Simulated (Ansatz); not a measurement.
MnF₂ (rutile), relaxed and computed with several functionals in Ansatz (plane waves, PAW).

| functional | a (Å) | c (Å) | V (Å³/atom) | gap (eV) | spin order and moments (μB) |
|---|---|---|---|---|---|
| r²SCAN | 4.867 | 3.294 | 13.01 | 3.00 | antiferromagnetic; net 0.00 per atom; largest site about 4.7 |
| PBE | 4.936 | 3.321 | 13.49 | 2.24 | antiferromagnetic; net 0.00 per atom; largest site about 4.7 |
| HSE06 | 4.903 | 3.307 | 13.25 | 4.81 | antiferromagnetic; net 0.00 per atom; largest site about 4.8 |
| PBEsol | … | … | … | … | … |

Problem. Fill in the missing entries.

Solution. 
- PBEsol, a (Å): 4.854
- PBEsol, c (Å): 3.273
- PBEsol, V (Å³/atom): 12.85
- PBEsol, gap (eV): 2.04
- PBEsol, spin order and moments (μB): antiferromagnetic; net 0.00 per atom; largest site about 4.7

Spin orders computed, not proven ground states: MnF2, rutile with r²SCAN antiferromagnetic; MnF2, rutile with PBE antiferromagnetic; MnF2, rutile with HSE06 antiferromagnetic; MnF2, rutile with PBEsol antiferromagnetic. All cells were relaxed under the symmetry of their starts (and spin orders); stability against distortions was not tested throughout. No Hubbard U is applied.

Potentials: the later of the program's two PAW sets.

Ansatz (a quantum-chemistry and plane-wave program) is a plane-wave DFT program.
